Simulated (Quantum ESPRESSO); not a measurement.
Field gradients of ZnF₂ from the PAW reconstruction of the field gradient on a scalar-relativistic PBE ground state (a modified build of Quantum ESPRESSO, JTH datasets). The input of pw.x:

```
&CONTROL
  calculation = 'scf'
  prefix = 'x'
  pseudo_dir = './pseudo'
  outdir = './out'
  tprnfor = .true.
/
&SYSTEM
  ibrav = 0
  nat = 6
  ntyp = 2
  ecutwfc = 45
  ecutrho = 180
  occupations = 'fixed'
  nbnd = 30
/
&ELECTRONS
  conv_thr = 1e-11
/
ATOMIC_SPECIES
Zn 65.380 Zn.GGA_PBE-JTH.UPF
F 18.998 F.GGA_PBE-JTH.UPF
CELL_PARAMETERS angstrom
    4.655910600000     0.000000000000     0.000000000000
    0.000000000000     4.655910600000     0.000000000000
    0.000000000000     0.000000000000     3.195547800000
ATOMIC_POSITIONS crystal
Zn     0.500000000000     0.500000000000     0.500000000000
Zn     0.000000000000     0.000000000000     0.000000000000
F      0.696628426200     0.696628426200     0.000000000000
F      0.303371573800     0.303371573800     0.000000000000
F      0.803371573800     0.196628426200     0.500000000000
F      0.196628426200     0.803371573800     0.500000000000
K_POINTS automatic
5 5 7 0 0 0
```
The cell was made here from a computed Materials Project entry: strained by +2 % along the unique axis and by -1 % across it, atoms relaxed (PBE without dispersion, pw.x of Quantum ESPRESSO, symmetry kept). The parent is ZnF2 in P4₂/mnm; whether this form has been observed was not checked. Stability against distortions was not tested.

Vzz is the sum of three terms, each taken along its main axis: the smooth valence density, the ions (nucleus and frozen core) with the augmentation charges of all other spheres, and the all-electron minus smooth density in the atom's own sphere. The split hangs on the datasets.  Cores are frozen. Against all-electron runs on small test molecules, this scheme's |Vzz| missed by +4 % on Zn, −6 to +4 % (−29 % in KF) on F.

```csv
site,smooth valence density,ions and other spheres,own sphere,Vzz (a.u.)
"Zn (atoms 1, 2)",0.112,-0.120,___,___
"F (atoms 3, 4, 5, 6)",0.067,-0.227,___,___
```

Complete the blanks.


- Zn (atoms 1, 2), own sphere: 0.334
- Zn (atoms 1, 2), Vzz (a.u.): 0.327
- F (atoms 3, 4, 5, 6), own sphere: -0.769
- F (atoms 3, 4, 5, 6), Vzz (a.u.): -0.930
